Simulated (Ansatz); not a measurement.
Ansatz (a first-principles code) input:

Ansatz 0.2 input:
```yaml
crystal:
  lattice:
    - [0.0, 8.5654813011, 6.8060066303]
    - [2.8503877646, 0.0, 6.8060066303]
    - [2.8503877646, 8.5654813011, 0.0]
  atoms:
    - { symbol: Y, position: [0.7549415723, 0.7549415723, 0.7450584277] }
    - { symbol: Y, position: [0.5049415723, 0.5049415723, 0.4950584277] }
    - { symbol: Y, position: [0.8152465383, 0.1800063577, 0.8479290304] }
    - { symbol: Y, position: [0.1800063577, 0.8152465383, 0.1568180736] }
    - { symbol: Y, position: [0.0931819264, 0.4020709696, 0.0699936423] }
    - { symbol: Y, position: [0.4020709696, 0.0931819264, 0.4347534617] }
    - { symbol: Ge, position: [0.9763419552, 0.7257710591, 0.8930968438] }
    - { symbol: Ge, position: [0.7257710591, 0.9763419552, 0.4047901419] }
    - { symbol: Ge, position: [0.8452098581, 0.3569031562, 0.5242289409] }
    - { symbol: Ge, position: [0.3569031562, 0.8452098581, 0.2736580448] }
    - { symbol: Ge, position: [0.832434311, 0.5030589281, 0.9939927673] }
    - { symbol: Ge, position: [0.5030589281, 0.832434311, 0.6705139936] }
    - { symbol: Ge, position: [0.5794860064, 0.2560072327, 0.7469410719] }
    - { symbol: Ge, position: [0.2560072327, 0.5794860064, 0.417565689] }
    - { symbol: Ge, position: [0.0540992783, 0.0540992783, 0.9459007217] }
    - { symbol: Ge, position: [0.3040992783, 0.3040992783, 0.1959007217] }
kpoints:
  mp_grid: { grid: [8, 8, 8] }
basis: { xc_grid: 2 }
hamiltonian:
  xc: pbesol
  pseudopotentials: { kind: paw }
scf:
  occupations: { method: gaussian, width: 0.05 }
checkpoint: { read: metal.run }
output: { write_density: true, elf: true, volumetric_format: npy }
```

Output (shortened):

```
Pseudopotential: Y, paw, valence charge 11
Pseudopotential: Ge, paw, valence charge 14
Functional definition: PBEsol
Crystal: 16 atoms, lattice volume = 332.337 Å³
Basis set: ecut = 420 eV, 6507 PW (Γ), exchange–correlation on 150×100×128 points (8 copies of the dense FFT grid, shifted against one another)
Bands: 124, of which v1, the nominal top of the filled ones, is band 103 counted from 1 (102 counted from 0)
Symmetry: 4 space group operations
Space group: Fdd2 (ITA 43), of the structure as read, at distance tolerance 6.9e-5 Å
k-points: 95 of 512 (time reversal used)
Stability of the state it starts from, as read at its close in the unpolarized treatment …
iter 1 solved again at ethr=2.71e-9 eV; its pass at ethr=3.10e-3 eV (dr2=5.57e-6 eV) is discarded
SCF iter   1: F=—  HF=-65318.286477 eV  |F-HF|=—  |Δ(HF+E_count)|=         —  Δρ=1.23e-7  dr2=8.80e-11  ethr=2.71e-9  ⟨swp⟩=3.8  Hψ=83008  notcnv=0
preconditioner: auto → Kerker (q_TF=auto, 2.519 Å⁻¹)
SCF iter   2: F=-65318.286477 eV  HF=-65318.286477 eV  |F-HF|=7.28e-12  |Δ(HF+E_count)|=   3.06e-8  Δρ=8.57e-8  dr2=4.90e-11  ethr=1.00e-12  ⟨swp⟩=6.1  Hψ=31229  notcnv=0
SCF 1 converged in 2 iterations: F = -65318.286477 eV  dr2 = 4.90e-11
SCF converged after 2 iterations
Free energy (F): -65318.286477 eV
Harris-Foulkes:  -65318.286477 eV  (|F-HF|=7.28e-12)
Internal energy: -65318.278881 eV  (E = F + TS)
E sigma→0 (E₀):  -65318.282679 eV
Entropy (-TS):   -0.007596 eV (-0.475 meV/atom)
Fermi energy:    11.865514 eV
--- Per-component energies (eV) ---
  E_band       = -1556.296156
  E_kinetic    = 2965.431856
  E_local      = -25925.931361  (includes V_loc(G=0)·N_el)
  E_nonlocal   = 4501.674739
  E_hartree    = 11103.042185
  E_xc         = -1796.211460
  E_vxc        = -1857.687418  (∫ρ·V_xc dr)
  E_paw        = -36423.656070  (= ΣΔE_a)
  E_vpaw       = -3445.871210  (= ΣTr[D̂ρ^β])
  E_aug_tail   = 0.002952  (compensation charges beyond the density's cutoff)
  E_ewald      = -19752.703720
  E_core_change = 10.071999  (= ΣΔE_core)
  E_smearing   = -0.007596  (= −TS)
  E_closure    = 0.000000  (closes the sum)
  Σ components = -65318.286477   (vs F -65318.286477, Δ=0.00e0)
  [band-id]    e_kinetic+e_local+e_nonlocal+2·e_hartree+e_vxc+e_vpaw+e_augmentation_tail = -1556.296074   (vs E_band -1556.296156, Δ=8.25e-5)
--- Band table (eV; the first three rows and the last of 95) ---
  k-point 0: bands = ["-30.3933", "-30.3845", "-30.3841", "-30.3779", "-30.3577", "-30.3557", "-12.6395", "-12.6255", "-12.6157", "-12.6104", "-12.5945", "-12.5934", "-12.5800", "-12.5793", "-12.5373", "-12.5364", "-12.5193", "-12.5158", "-12.5149", …
  k-point 1: bands = ["-30.3926", "-30.3850", "-30.3837", "-30.3783", "-30.3576", "-30.3559", "-12.6383", "-12.6263", "-12.6160", "-12.6101", "-12.5974", "-12.5902", "-12.5809", "-12.5787", "-12.5405", "-12.5312", "-12.5195", "-12.5169", "-12.5144", …
  k-point 2: bands = ["-30.3910", "-30.3854", "-30.3833", "-30.3793", "-30.3575", "-30.3564", "-12.6357", "-12.6275", "-12.6166", "-12.6094", "-12.6012", "-12.5871", "-12.5826", "-12.5777", "-12.5410", "-12.5256", "-12.5204", "-12.5175", "-12.5145", …
  k-point 94: bands = ["-30.3883", "-30.3883", "-30.3810", "-30.3810", "-30.3574", "-30.3574", "-12.6265", "-12.6265", "-12.6197", "-12.6197", "-12.6003", "-12.6003", "-12.5813", "-12.5813", "-12.5191", "-12.5191", "-12.5135", "-12.5135", "-12.5063", …
```

Cost: roughly 4 core-minutes on shared cores.

The first step of the workflow began from a Materials Project structure, measured or hypothetical; the Crystallography Open Database copy checked does not list it. Whether it is the stable phase at ambient conditions was not checked. The PBEsol relaxation kept the symmetry of its start; its stability against distortions is not shown here. The run is not spin-polarised. Scalar-relativistic: spin–orbit coupling is off unless named, which matters more the heavier the elements.

Potentials: the later of the program's two PAW sets.

Ansatz is a plane-wave DFT program.
